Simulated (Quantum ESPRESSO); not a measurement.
Band energies of SnS$_{2}$

```
SnS2
1.0
    3.67431     0.00000     0.00000
   -1.83716     3.18205     0.00000
    0.00000     0.00000     6.22883
S Sn
2 1
Cartesian
  0.00000   2.12136   1.46159
  1.83716   1.06068   4.76724
  0.00000   0.00000   0.00000
```

LDA (pw.x of Quantum ESPRESSO, ONCV potentials, no spin-orbit coupling); path ΓMKΓALHA,LM,KH; energies in eV from the valence-band maximum.

```csv
k (1/Å),point,band 9,band 10,band 11,band 12,band 13,band 14,band 15,band 16
0.00,Γ,-0.53,-0.53,-0.18,-0.18,-0.06,1.80,3.58,5.31
0.55,,-3.43,-2.13,-1.83,-0.17,-0.06,2.34,4.63,6.25
0.99,M,-4.27,-2.38,-2.34,-0.68,-0.20,1.57,4.46,6.11
1.10,,-4.23,-2.53,-2.34,-0.68,-0.37,1.73,4.72,6.00
1.56,K,-3.49,-3.49,-3.11,-0.98,-0.98,2.24,6.82,6.82
1.66,,-3.65,-3.43,-2.89,-1.16,-0.79,2.27,6.67,6.84
2.18,,-2.89,-2.89,-1.03,-0.83,-0.01,2.82,5.41,5.44
2.70,Γ,-0.53,-0.53,-0.18,-0.18,-0.06,1.80,3.58,5.31
2.82,,-0.53,-0.53,-0.32,-0.17,-0.17,2.00,3.58,5.29
3.20,A,-1.50,-0.57,-0.57,-0.11,-0.11,2.77,3.61,5.17
3.40,,-1.51,-1.16,-0.85,-0.53,-0.07,2.92,4.16,5.35
3.89,,-3.94,-2.04,-1.74,-0.73,-0.29,1.80,4.87,5.96
4.19,L,-4.53,-2.30,-1.75,-0.51,-0.38,1.41,4.69,5.64
4.42,,-4.37,-2.99,-2.14,-0.50,-0.32,2.04,5.22,6.02
4.76,H,-3.78,-3.78,-3.32,-0.32,-0.32,2.91,5.52,5.52
5.04,,-4.02,-3.31,-2.48,-0.64,-0.27,2.76,5.23,6.09
5.52,,-2.22,-1.92,-1.18,-0.64,-0.37,2.88,4.85,5.87
5.90,A,-1.50,-0.57,-0.57,-0.11,-0.11,2.77,3.61,5.17
5.90,L,-4.53,-2.30,-1.75,-0.51,-0.38,1.41,4.69,5.64
6.40,M,-4.27,-2.38,-2.34,-0.68,-0.20,1.57,4.46,6.11
6.40,K,-3.49,-3.49,-3.11,-0.98,-0.98,2.24,6.82,6.82
6.91,H,-3.78,-3.78,-3.32,-0.32,-0.32,2.91,5.52,5.52
```

The LDA gap is indirect, 1.39 eV, from 33 % of the way from Γ to M to 40 % of the way from L to M; the smallest direct gap is 1.71 eV. Another conduction extremum on the path lies within 0.02 eV, too close to call.

Spin-orbit splittings are left out.

Geometry of the Materials Project entry, not relaxed at this level.

The distance between layers or molecules is the database entry's, not relaxed here. Functionals without dispersion can leave it too large, which widens gaps and weakens the response across layers: the numbers belong to this cell.
